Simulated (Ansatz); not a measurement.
Input file for Ansatz (a first-principles code):

Ansatz 0.2 input:
```yaml
crystal:
  lattice:
    - [2.4493301362, 1.4141214135, 4.1714722244]
    - [-2.4493301362, 1.4141214135, 4.1714722244]
    - [0.0, -2.8282428269, 4.1714722244]
  atoms:
    - { symbol: B, position: [0.0098745393, 0.6544084373, 0.0098745393] }
    - { symbol: B, position: [0.9901254607, 0.3455915627, 0.9901254607] }
    - { symbol: B, position: [0.0098745393, 0.0098745393, 0.6544084373] }
    - { symbol: B, position: [0.9901254607, 0.9901254607, 0.3455915627] }
    - { symbol: B, position: [0.6544084373, 0.0098745393, 0.0098745393] }
    - { symbol: B, position: [0.3455915627, 0.9901254607, 0.9901254607] }
    - { symbol: B, position: [0.2205065961, 0.6317512816, 0.2205065961] }
    - { symbol: B, position: [0.7794934039, 0.3682487184, 0.7794934039] }
    - { symbol: B, position: [0.2205065961, 0.2205065961, 0.6317512816] }
    - { symbol: B, position: [0.7794934039, 0.7794934039, 0.3682487184] }
    - { symbol: B, position: [0.6317512816, 0.2205065961, 0.2205065961] }
    - { symbol: B, position: [0.3682487184, 0.7794934039, 0.7794934039] }
kpoints:
  mp_grid: { grid: [4, 4, 4] }
hamiltonian:
  xc: hse06
  pseudopotentials: { kind: paw }
scf:
  n_extra_bands: 12
  occupations: { method: fixed }
output:
  eigenvalues: true
  eigenstates:
    e_range: [-9.0, 10.4]
    kpoints:
      - [0.5, 0.5, 0.5]  # VBM
      - [0.257812, -0.322917, -0.322917]  # CBM
      - [0.0, 0.0, 0.0]  # GAMMA
      - [0.5, 0.5, 0.5]  # T
      - [0.5, 0.0, 0.0]  # L
      - [0.5, 0.0, 0.5]  # F
      - [0.3716399178, -0.3716399178, 0.0]  # S_0
      - [0.6283600822, 0.0, 0.3716399178]  # S_2
      - [0.5, -0.2432798355, 0.2432798355]  # H_0
      - [0.7567201645, 0.2432798355, 0.5]  # H_2
```

Output (shortened):

```
Pseudopotential: B, paw, valence charge 3
Functional definition: HSE06
davidson cushion auto → on  (no smearing: the cushion is to keep the highest requested band from converging to the state above it …
Crystal: 12 atoms, lattice volume = 86.691 Å³
Basis set: ecut = 420 eV, 1693 PW (Γ)
Bands: 30, of which v1, the nominal top of the filled ones, is band 18 counted from 1 (17 counted from 0)
Symmetry: 12 space group operations
Space group: R-3m (ITA 166), of the structure as read, at distance tolerance 4.4e-5 Å
k-points: 13 of 64
SCF iter   1: F=—  HF=-1870.948139 eV  |F-HF|=—  |Δ(HF+E_count)|=         —  Δρ=6.65e-3  dr2=3.54e-2  ethr=1.77e-3  ⟨swp⟩=7.6  Hψ=2018  notcnv=0
preconditioner: auto → none
SCF iter   2: F=—  HF=-1870.939608 eV  |F-HF|=—  |Δ(HF+E_count)|=   8.53e-3  Δρ=2.92e-3  dr2=4.36e-3  ethr=9.84e-5  ⟨swp⟩=3.7  Hψ=1006  notcnv=0  defer=1
SCF iter   3: F=—  HF=-1870.939876 eV  |F-HF|=—  |Δ(HF+E_count)|=   2.68e-4  Δρ=7.45e-4  dr2=6.73e-4  ethr=1.21e-5  ⟨swp⟩=3.4  Hψ=1003  notcnv=0
iter 4 solved again at ethr=1.34e-7 eV; its pass at ethr=1.87e-6 eV (dr2=4.84e-5 eV) is discarded
SCF iter   4: F=-1870.939813 eV  HF=-1870.939813 eV  |F-HF|=4.60e-8  |Δ(HF+E_count)|=   6.31e-5  Δρ=3.01e-4  dr2=4.89e-5  ethr=1.34e-7  ⟨swp⟩=2.6  Hψ=1959  notcnv=0  defer=1
SCF 1 stopped early in 4 iterations: F = -1870.939813 eV  dr2 = 4.89e-5
Crystal: 12 atoms, lattice volume = 86.691 Å³
Exchange kernel: α = 0.2500, screened, ω = 0.2079 Å⁻¹, Wigner–Seitz truncation, v(0) = 1043.8104 eV·Å³, q-mesh 4×4×4, nearest image of the exchange supercell L …
Frozen-core exchange: fock
SCF iter   1: F=—  HF=-1872.279004 eV  |F-HF|=—  |Δ(HF+E_count)|=         —  Δρ=5.04e-3  dr2=1.56e-2  ethr=1.36e-6  ⟨swp⟩=7.6  Hψ=2157  notcnv=0
preconditioner: auto → none
SCF iter   2: F=—  HF=-1872.272723 eV  |F-HF|=—  |Δ(HF+E_count)|=   6.28e-3  Δρ=2.21e-3  dr2=2.86e-3  ethr=1.36e-6  ⟨swp⟩=4.3  Hψ=1462  notcnv=0
SCF iter   3: F=—  HF=-1872.279445 eV  |F-HF|=—  |Δ(HF+E_count)|=   6.72e-3  Δρ=1.02e-3  dr2=8.20e-4  ethr=1.36e-6  ⟨swp⟩=4.3  Hψ=1378  notcnv=0
SCF iter   4: F=—  HF=-1872.279125 eV  |F-HF|=—  |Δ(HF+E_count)|=   3.21e-4  Δρ=1.25e-4  dr2=2.08e-5  ethr=1.36e-6  ⟨swp⟩=3.4  Hψ=1102  notcnv=0
SCF iter   5: F=—  HF=-1872.279220 eV  |F-HF|=—  |Δ(HF+E_count)|=   9.57e-5  Δρ=9.56e-5  dr2=1.12e-5  ethr=2.39e-8  ⟨swp⟩=4.8  Hψ=1367  notcnv=0
SCF iter   6: F=-1872.279216 eV  HF=-1872.279216 eV  |F-HF|=4.19e-7  |Δ(HF+E_count)|=   3.83e-6  Δρ=1.59e-5  dr2=8.91e-7  ethr=2.39e-8  ⟨swp⟩=3.2  Hψ=1120  notcnv=0
SCF 2 stopped early in 6 iterations: F = -1872.279216 eV  dr2 = 8.91e-7
hybrid outer 1: dexx = +8.402e-3 eV, tail = 1.09e-5 eV
Crystal: 12 atoms, lattice volume = 86.691 Å³
Exchange kernel: α = 0.2500, screened, ω = 0.2079 Å⁻¹, Wigner–Seitz truncation, v(0) = 1043.8104 eV·Å³, q-mesh 4×4×4, nearest image of the exchange supercell L …
Frozen-core exchange: fock
SCF iter   1: F=—  HF=-1872.279146 eV  |F-HF|=—  |Δ(HF+E_count)|=         —  Δρ=1.34e-5  dr2=1.26e-7  ethr=1.51e-7  ⟨swp⟩=3.4  Hψ=1023  notcnv=0
preconditioner: auto → none
iter 2 solved again at ethr=1.75e-11 eV; its pass at ethr=3.24e-10 eV (dr2=6.30e-9 eV) is discarded
SCF iter   2: F=-1872.279146 eV  HF=-1872.279146 eV  |F-HF|=2.42e-9  |Δ(HF+E_count)|=   6.78e-9  Δρ=5.19e-6  dr2=1.57e-8  ethr=1.75e-11  ⟨swp⟩=2.5  Hψ=2222  notcnv=0
SCF 3 converged in 2 iterations: F = -1872.279146 eV  dr2 = 1.57e-8
hybrid outer 2: dexx = +1.097e-7 eV, tail = 3.58e-8 eV, Δε = 1.14e-3 eV (about 6.87e-5 eV left of the loop's levels)
NSCF: frozen V_eff on 10 k-points
hybrid SCF converged: 2 outer / 8 inner (+4 warm-up), last move |dexx| = 1.10e-7 eV, tail = 3.58e-8 eV
Stability not checked (fock_operator)
Free energy (F): -1872.279146 eV
Frozen-core exchange: fock
Harris-Foulkes:  -1872.279146 eV  (|F-HF|=2.42e-9)
Internal energy: -1872.279146 eV  (E = F + TS)
E sigma→0 (E₀):  -1872.279146 eV
Fermi energy:    8.732099 eV
--- Per-component energies (eV) ---
  E_band       = 53.386290
  E_kinetic    = 597.864612
  E_local      = -367.423895  (includes V_loc(G=0)·N_el)
  E_nonlocal   = 132.919492
  E_hartree    = 112.249359
  E_xc         = -319.150860
  E_vxc        = -375.135825  (∫ρ·V_xc dr)
  E_exx        = -64.380628  (= α·E_x^exact, valence–valence)
  E_paw        = -950.179137  (= ΣΔE_a)
  E_vpaw       = -30.575278  (= ΣTr[D̂ρ^β])
  E_aug_tail   = -0.000032  (compensation charges beyond the density's cutoff)
  E_ewald      = -1014.027380
  E_core_change = -0.150678  (= ΣΔE_core)
  E_smearing   =  0.000000  (= −TS)
  E_closure    =  0.000000  (closes the sum)
  Σ components = -1872.279146   (vs F -1872.279146, Δ=-2.27e-13)
  [band-id]    e_kinetic+e_local+e_nonlocal+2·e_hartree+e_vxc+2·e_exx+e_vpaw+e_augmentation_tail = 53.386536   (vs E_band 53.386290, Δ=2.46e-4)
--- Band table (eV; the first three rows and the last of 13) ---
  k-point 0: bands = ["-9.2761", "-2.9793", "-2.6939", "-2.6939", "-1.3299", "-0.6877", "-0.6877", "-0.4718", "1.4751", "1.4751", "1.6072", "2.6592", "3.8820", "3.8820", "7.2329", "7.6136", "7.6136", "8.3365", "10.8332", "14.3788", "14.3788", "14.4592", …
  k-point 1: bands = ["-8.9026", "-4.6940", "-3.1652", "-3.1274", "-1.4462", "-0.5010", "0.3480", "0.8692", "0.8911", "1.2157", "2.9382", "3.6538", "4.6370", "5.3213", "6.0746", "6.3788", "6.9416", "7.8303", "11.4963", "12.8907", "13.6048", "14.7617", …
  k-point 2: bands = ["-8.2978", "-6.0954", "-3.3981", "-3.2930", "-1.8337", "-0.7455", "0.1361", "2.2644", "2.4867", "2.8228", "3.1042", "3.2820", "3.9571", "5.1941", "5.8712", "6.5200", "6.8925", "7.8801", "11.3684", "12.9058", "13.2930", "14.5122", …
  k-point 12: bands = ["-8.6370", "-5.4982", "-2.8964", "-2.8964", "-2.0360", "-0.9470", "-0.9470", "1.6143", "2.2955", "2.2955", "3.4826", "4.0827", "4.7813", "4.7813", "5.5095", "6.7252", "6.7252", "8.7321", "12.2034", "12.3472", "12.3472", "14.8100", …
```

Cost: very roughly 110 core-seconds on shared cores.

The points marked VBM and CBM come from a semilocal run.

The r²SCAN relaxation kept the symmetry of its start; phonons on a q-mesh show no instability.

Potentials: the later of the program's two PAW sets.

Ansatz is a plane-wave DFT program.
